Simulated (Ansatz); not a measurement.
BAs:
```xyz
2
Lattice="0.0000 2.3919 2.3919 2.3919 0.0000 2.3919 2.3919 2.3919 0.0000" Properties=species:S:1:pos:R:3 pbc="T T T"
B      1.1959     1.1959     1.1959
As     2.3919     2.3919     2.3919
```

x, y and z are the axes in which the lattice vectors are written.

Q: Give the proper piezoelectric stress tensor with relaxed ions from the program Ansatz at the r²SCAN level (PAW).

A: In C/m², rows x, y, z, Voigt columns; mesh uncertainty up to 0.01.
```
 0.00   0.00   0.00  -0.19   0.00   0.00
 0.00   0.00   0.00   0.00  -0.19   0.00
 0.00   0.00   0.00   0.00   0.00  -0.19
```

The elastic tensor of the same run (GPa):

```
      1     2     3    4    5    6
-  ----  ----  ----  ---  ---  ---
1   290  66.7  66.7  0.0  0.0  0.0
2  66.7   290  66.7  0.0  0.0  0.0
3  66.7  66.7   290  0.0  0.0  0.0
4   0.0   0.0   0.0  157  0.0  0.0
5   0.0   0.0   0.0  0.0  157  0.0
6   0.0   0.0   0.0  0.0  0.0  157
```

Q: Convert to strain constants d = e·S.

A: In pC/N:
```
 0.0   0.0   0.0  -1.2   0.0   0.0
 0.0   0.0   0.0   0.0  -1.2   0.0
 0.0   0.0   0.0   0.0   0.0  -1.2
```

Space group F-43m (zinc blende). Symmetry was held in the r²SCAN relaxation. The volume moved by 18 % from the start of the relaxation.

Potentials: the later of the program's two PAW sets.
